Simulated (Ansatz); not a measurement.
Relaxed-ion elastic tensor of FeB2 in space group Pnma (No. 62; Fe on 4c, B on 8d) in GPa (Voigt order), LDA (plane waves, PAW; program Ansatz); density 6.24 g/cm³, 6.87 Å³ per atom.

|  | 1 | 2 | 3 | 4 | 5 | 6 |
|---|---|---|---|---|---|---|
| 1 | 655 | 210 | 177 | 0.0 | 0.0 | 0.0 |
| 2 | 210 | 795 | 153 | 0.0 | 0.0 | 0.0 |
| 3 | 177 | 153 | 641 | 0.0 | 0.0 | 0.0 |
| 4 | 0.0 | 0.0 | 0.0 | 300 | 0.0 | 0.0 |
| 5 | 0.0 | 0.0 | 0.0 | 0.0 | 231 | 0.0 |
| 6 | 0.0 | 0.0 | 0.0 | 0.0 | 0.0 | 251 |

### Question
Is the crystal mechanically stable?

### Answer
Yes: the smallest eigenvalue of C is 231 GPa.

### Question
Work out the Voigt, Reuss and Hill averages.

### Answer
K_V = 353, K_R = 349, K_H = 351; G_V = 260, G_R = 256, G_H = 258 GPa.

### Question
Give Young's modulus, Poisson's ratio, Pugh's ratio and the universal anisotropy index.

### Answer
E = 9KG/(3K + G) = 622 GPa; ν = 0.20; K/G = 1.36 (brittle by the Pugh limit of 1.75); A_U = 5G_V/G_R + K_V/K_R − 6 = 0.08.

### Question
Estimate the sound speeds and the Debye temperature.

### Answer
v_l = √((K + 4G/3)/ρ) = 10500 m/s, v_t = √(G/ρ) = 6430 m/s, mean 7100 m/s; Θ = (h/k)(3n/4πV)^(1/3) v_m = 1110 K.

### Question
Solve the Christoffel equation for the three sound speeds along x, y, z.

### Answer
Eigenvalues of C_ijkl n_j n_l equal ρv². In km/s, slowest first: x 6.08, 6.35, 10.24; y 6.35, 6.93, 11.29; z 6.08, 6.93, 10.14.

### Question
How much does each axis shrink under pressure?

### Answer
Linear compressibilities β_i = Σ_j S_ij (j = 1 to 3): x 0.98, y 0.79, z 1.1 per TPa.

The workflow started from a Materials Project entry (that database holds measured and hypothetical structures alike); the Crystallography Open Database copy checked does not list it. COD files the formula under space group No. 191, so this cell is another polymorph or a model. Whether it is the stable phase at ambient conditions was not checked. Symmetry was held in the LDA relaxation; of distortions, only those at the zone centre were tested. No spin polarisation was allowed.

Potentials: the later of the program's two PAW sets.
